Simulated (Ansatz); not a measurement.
**rocksalt-structured CuSb**

Level of theory: DFT, r²SCAN, scalar-relativistic, no spin polarisation; plane waves to 500 eV with PAW datasets (Ansatz 0.2.0), 12×12×12 k-mesh, Gaussian smearing of 0.05 eV; PAW files: Ansatz's generated set soft_2.

```xyz
2
Lattice="0.0000 2.6913 2.6913 2.6913 0.0000 2.6913 2.6913 2.6913 0.0000" Properties=species:S:1:pos:R:3 pbc="T T T"
Cu    2.6913    2.6913    2.6913
Sb    0.0000    0.0000    0.0000
```

The structure was built from a prototype; whether the compound forms in it isn't claimed.

The run above is the reference. The same cell was run again with other input settings; several of them aren't fit for production, so the rows show the settings' effect and aren't properties of the material.

```tsv
keys changed	outcome	ΔE (meV/atom)	P (GPa)	gap on the mesh (eV)	cell moment (μB)	largest force component (eV/Å)	SCF iterations	rough core-seconds	new warnings
none (reference)	converged	0.0	0.0	metal	–	0.000	–	–	–
hamiltonian.hubbard: {"sites": [{"species": "Cu", "l": "d", "u_eff": 1.0}], "double_counting": "fll"}; basis.ecutwfc: 500 → "14.7 Ry"	converged	–	-8.9	metal	–	0.000	8	4	cutoff below recommended; filled band counts differ across k points
kpoints.mp_grid.grid: [12, 12, 12] → [4, 4, 4]; scf.convergence.dr2_threshold: 1e-08	converged	63.6	2.2	metal	–	0.000	9	2.2	stress scf threshold loose
scf.initial_density.chi_scale: 0.3; hamiltonian.xc: "r2scan" → "lda"	converged	–	-5.0	metal	–	0.000	7	4	–
basis.ecutrho_ratio: 4 → 8; scf.eigensolver.kind: "davidson"	converged	0.0	0.0	metal	–	0.000	8	11	–
scf.eigensolver.kind: "davidson"; basis.precision: "f64"	converged	0.0	0.0	metal	–	0.000	8	10	–
```

These changes also left energy (to 0.1 meV/atom), pressure, gap, moment and forces as in the reference: scf.occupations.method: "gaussian" → "cold"; scf.occupations.width: 0.05 → 0.01.

ΔE is the energy with the smearing extrapolated to zero. It is left out where the change alters the Hamiltonian or the spin treatment. The varied runs start from atomic densities (corrected by the program's trained start where that serves), with the default search for lower states unless a row changes it.

(1) What happens with these changes: scf.occupations.width: 0.05 → null; scf.occupations.method: "gaussian" → "tetrahedron"?

(2) What happens with these changes: accuracy: "high"; basis.ecutwfc: 500 → "350 eV"?

Answers:

(1) outcome converged, ΔE (meV/atom) 2.6, P (GPa) 0.1, gap on the mesh (eV) metal, largest force component (eV/Å) 0.000, SCF iterations 9, rough core-seconds 9, new warnings band table not solved further; tetrahedron derivatives may miss energy slope.

(2) outcome converged, ΔE (meV/atom) 10.0, P (GPa) 0.1, gap on the mesh (eV) metal, largest force component (eV/Å) 0.000, SCF iterations 10, rough core-seconds 6, new warnings cutoff below recommended.

Of the reference: For elements this heavy, spin–orbit coupling would shift levels and gaps; it isn't included here.
